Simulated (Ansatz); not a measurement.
**Moving the functional in Ba2Tl5V3O12**

```cif
data_structure
_symmetry_space_group_name_H-M 'P-42m'
_symmetry_Int_Tables_number 111
_cell_length_a 10.9746
_cell_length_b 10.9746
_cell_length_c 6.6040
_cell_angle_alpha 90.000
_cell_angle_beta 90.000
_cell_angle_gamma 90.000
_cell_volume 795.39
loop_
_atom_site_label
_atom_site_type_symbol
_atom_site_symmetry_multiplicity
_atom_site_Wyckoff_symbol
_atom_site_fract_x
_atom_site_fract_y
_atom_site_fract_z
_atom_site_occupancy
Ba1 Ba 2 e 0.00000 0.50000 0.00000 1
V1 V 1 d 0.50000 0.50000 0.00000 1
V2 V 2 f 0.50000 0.00000 0.50000 1
Tl1 Tl 1 b 0.50000 0.50000 0.50000 1
Tl2 Tl 4 n 0.71260 0.28740 0.40228 1
O1 O 4 n 0.41064 0.58936 0.15770 1
O2 O 8 o 0.58661 0.08570 0.33378 1
```

The cell comes from a database or a generator and needn't be the stable form of this composition.

Kept alike: task band structure; k mesh 3 × 3 × 4; occupations fermi-dirac, width 0.05 eV; collinear spin, ferromagnetic start. Program: Ansatz, Ansatz PAW. Cutoffs run from 420 to 500 eV. The mesh is that of the run's cell of 22 atoms. No spin-orbit coupling.

```csv
functional,pressure (GPa)
BLYP,1.29
LDA,-2.76
PBE,0.03
PBEsol,-1.43
RPBE,1.18
r2SCAN,-1.07
revPBE,0.92
```

Pressure is positive in compression, with a Pulay correction for the finite cutoff. The moments vanished: the runs ended non-magnetic. All rows use potentials made for PBE.

The pressure runs from -2.76 (LDA) to 1.29 GPa (BLYP). From PBE: BLYP +1.26; LDA -2.79; PBEsol -1.46; RPBE +1.15; r2SCAN -1.10; revPBE +0.89.
